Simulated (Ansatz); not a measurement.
A relaxed structure of ZnO. All values below come from PBE (plane waves to 420 eV, PAW, scalar-relativistic; Ansatz, an electronic-structure program).

```cif
data_O2Zn2
_chemical_formula_sum 'Zn2 O2'
_space_group_name_H-M_alt 'P 1'
_space_group_IT_number 1
_cell_length_a 3.27991
_cell_length_b 3.27991
_cell_length_c 5.29408
_cell_angle_alpha 90.000
_cell_angle_beta 90.000
_cell_angle_gamma 120.000
loop_
_space_group_symop_operation_xyz
  'x, y, z'
loop_
_atom_site_label
_atom_site_type_symbol
_atom_site_fract_x
_atom_site_fract_y
_atom_site_fract_z
_atom_site_occupancy
Zn1 Zn 0.66667 0.33333 0.00214 1
Zn2 Zn 0.33333 0.66667 0.50214 1
O1 O 0.66667 0.33333 0.62306 1
O2 O 0.33333 0.66667 0.12306 1
```

Find the space group and the Wyckoff positions (tolerance 0.01 Å).

Space group P6₃mc (No. 186); a = b = 3.2799 Å, c = 5.2941 Å, α = β = 90.00°, γ = 120.00°

| atom | site | symmetry | x | y | z |
|---|---|---|---|---|---|
| Zn | 2b | 3m. | 0.6667 | 0.3333 | 0.0021 |
| O | 2b | 3m. | 0.3333 | 0.6667 | 0.1231 |

This is the wurtzite type.

Give the shortest distances between elements (the closest pairs, up to four, under 3.6 Å).

O–Zn 2.00 Å; Zn–Zn 3.25 Å; O–O 3.25 Å.

```yaml
volume_per_atom: 12.33 Å³
density: 5.48 g/cm³
band_gap: 0.74 eV, direct at Γ (no spin-orbit coupling)
```

No spin polarisation in the result.

Measured for ZnO: a 3.2482 Å (0 K or low temperature; as listed in arXiv:1206.3780); c 5.204 Å (0 K or low temperature; as listed in arXiv:1206.3780); gap 3.6 eV (static lattice; corrected from measurement; as listed in Wei Chen et al., Physical Review Materials (2018)). Computed minus measured — a: PBE +1.0 %; c: PBE +1.7 %; gap: PBE -2.86 eV. The computed values are for a static lattice, and a measured gap can be an optical one, lowered by exciton binding.

The run could not lose the symmetry of its start; a randomly shaken copy of 4 atoms returns to this structure.
